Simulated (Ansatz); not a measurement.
GaN:
```
GaN
1.0
   -1.42642     1.42642     2.46910
    1.42642    -1.42642     2.46910
    1.42642     1.42642    -2.46910
Ga N
1 1
Cartesian
  0.00000   0.00000   3.73453
  0.00000   0.00000   1.77157
```

Tensor components refer to the Cartesian frame of this cell.

Task: Give the high-frequency dielectric tensor and the Born effective charge tensors of the independent atoms from DFPT, r²SCAN in the plane-wave PAW code Ansatz.

Result: 
ε∞:
```
7.14  0.00  0.00
0.00  7.14  0.00
0.00  0.00  6.48
```
Z* of atom 1 (Ga), rows: field, columns: displacement, in e:
```
3.47  0.00  0.00
0.00  3.47  0.00
0.00  0.00  2.83
```
Z* of atom 2 (N), rows: field, columns: displacement, in e:
```
-3.47   0.00   0.00
 0.00  -3.47   0.00
 0.00   0.00  -2.83
```

Static charges for comparison (Bader): Ga1 +1.71, N2 -1.71 e. Born charges measure polarisation by displacement and can exceed these by far.

Space group I4mm. The workflow started from a Materials Project entry (that database holds measured and hypothetical structures alike); the Crystallography Open Database copy checked does not list it. It is not the phase usual at ambient conditions (space group No. 186, 216). The r²SCAN relaxation kept the symmetry of its start; its stability against distortions is not shown here. Spin–orbit coupling is left out wherever it is not named.

Potentials: the later of the program's two PAW sets.
